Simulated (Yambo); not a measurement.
# ScOF: lowest vertical excitons

```
ScOF
1.0
    5.18428     0.00000     0.00000
    0.00000     5.15595     0.00000
   -0.89897     0.00000     5.17202
O F Sc
4 4 4
Direct
  0.54410   0.74629   0.01216
  0.45590   0.25371   0.98784
  0.45590   0.24629   0.48784
  0.54410   0.75371   0.51216
  0.94311   0.32531   0.65783
  0.05689   0.67469   0.34217
  0.05689   0.82531   0.84217
  0.94311   0.17469   0.15783
  0.69219   0.47249   0.28775
  0.30781   0.52751   0.71225
  0.30781   0.97249   0.21225
  0.69219   0.02751   0.78775
```

The geometry is that of Materials Project entry mp-4661, symmetrised and not relaxed again.

BSE in Yambo on PBEsol (pw.x of Quantum ESPRESSO, ONCV potentials, no spin-orbit coupling) bands: 4×4×4 mesh, 12 valence and 18 conduction bands, static screening with 99 bands and a 3 Ry block, scissor 2.66 eV, Tamm-Dancoff; field along x.

```json
[
 {"state": "1", "energy (eV)": "6.08", "states within 2 meV": "1", "relative strength": "< 0.01", "class": "dark", "main transitions": "several band pairs"},
 {"state": "2", "energy (eV)": "6.12", "states within 2 meV": "1", "relative strength": "1.00", "class": "weak", "main transitions": "several band pairs"},
 {"state": "3", "energy (eV)": "6.15", "states within 2 meV": "1", "relative strength": "< 0.01", "class": "dark", "main transitions": "several band pairs"},
 {"state": "4", "energy (eV)": "6.20", "states within 2 meV": "1", "relative strength": "< 0.01", "class": "dark", "main transitions": "several band pairs"},
 {"state": "5", "energy (eV)": "6.26", "states within 2 meV": "1", "relative strength": "< 0.01", "class": "dark", "main transitions": "several band pairs"},
 {"state": "6", "energy (eV)": "6.31", "states within 2 meV": "1", "relative strength": "0.02", "class": "weak", "main transitions": "several band pairs"}
]
```

These are vertical excitations (zero momentum); the indirect quasiparticle gap, about 7.16 eV, is smaller than the direct one (7.30 eV on the GW mesh). The direct quasiparticle gap on this mesh is 7.30 eV; counted from there, state 1 is bound by 1.21 eV. On a 2×2×2 mesh the same difference is 1.41 eV, so it isn't converged.

Spin singlets only. Strengths are relative to the strongest of the lowest states of this run; strong means a line over 3 % of the spectrum's maximum, dark under 0.03 %. Absolute energies carry the error of the G0W0 scissor, whose convergence isn't established; the long-wavelength screening was taken along (1,1,1) although the crystal is anisotropic.

The structure is a Materials Project entry; no match was found in the copy of COD used, and its stability was not checked.
